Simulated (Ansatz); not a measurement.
AlRu:
```
CELL_PARAMETERS angstrom
      2.95380     0.00000     0.00000
      0.00000     2.95380     0.00000
      0.00000     0.00000     2.95380
ATOMIC_POSITIONS crystal
  Al 0.00000 0.00000 0.00000
  Ru 0.50000 0.50000 0.50000
```

Relaxed with LDA. Special points in fractions of this cell's reciprocal vectors: Γ (0.000, 0.000, 0.000); X (0.000, 0.500, 0.000); M (0.500, 0.500, 0.000); R (0.500, 0.500, 0.500).

Problem. List the band energies nearest the Fermi level at these points for DFT-LDA in the program Ansatz with PAW potentials.

Solution. In eV from the Fermi level; about four levels below and three above (degenerate sets whole), none deeper than 8.9 eV; points with the same levels are listed once.

```tsv
k	below	above
Γ	-3.79 -3.79	0.20 0.20 0.20
X	-5.54 -2.96 -1.68 -1.68	0.48 2.41 7.45
M	-1.36 -1.36 -1.24 -1.24	1.61 5.50 6.62
R	-4.83 -4.83 -4.83	1.71 1.71 2.72
```

Space group Pm-3m (CsCl type). The LDA relaxation kept the symmetry of its start. The run is not spin-polarised. Spin–orbit coupling is left out wherever it is not named.

Potentials: the earlier of the program's two PAW sets. The files were generated under PBE; for other functionals the program regenerates the frozen cores, and for LDA and PBEsol the local potential too.
